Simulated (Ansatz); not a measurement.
Structure types of Ru compared at 52 GPa

Structure types of Ru are relaxed in primitive cells with their symmetry kept at 52 GPa, first on PAW files, then by LAPW. The enthalpy is E + pV at zero temperature, without zero-point motion. Only the types listed were tried, and differences under about 5 meV/atom are mesh noise. Not among the end structures: fcc, which may lie lower.

All numbers are PBEsol results (scalar-relativistic) from Ansatz 0.2.0, with Fermi–Dirac smearing of 0.1 eV, no spin polarisation. Methods: LAPW: all electrons, basis error target 0.5 meV/atom; PAW: frozen-core files, cutoff 420 eV.

k meshes: bcc 19×19×19, hcp 17×17×9, beta tin 18×18×18, simple hexagonal 18×18×16, sc 16×16×16.

The PAW files were made under PBE.

```csv
start type,ends as,"a, b, c (Å)",V (Å³/atom),"H − H(lowest), LAPW (meV/atom)"
bcc,"bcc, Im-3m","2.897, 2.897, 2.897",12.15,?
hcp,"hcp, P6_3/mmc","2.587, 2.587, 4.100",11.89,0.0
beta tin,"beta tin, I4_1/amd","4.531, 4.531, 2.516",12.91,?
simple hexagonal,"simple hexagonal, P6/mmm","2.508, 2.508, 2.323",12.65,1211.2
sc,"sc, Pm-3m","2.361, 2.361, 2.361",13.16,1724.0
```

Question: Fill in "H − H(lowest), LAPW (meV/atom)" for the row "beta tin".

Answer: 1408.6.

Question: What belongs in the row "bcc", column "H − H(lowest), LAPW (meV/atom)"?

Answer: 768.8.

Question: Split the lead of hcp over bcc into energy and pV.

Answer: For bcc less hcp: ΔE = +682.6 meV/atom, and p·ΔV = 52 GPa × +0.2656 Å³ × 6.242 meV/(GPa·Å³) = +86.2 meV/atom, together 768.8 meV/atom. hcp wins on both counts.
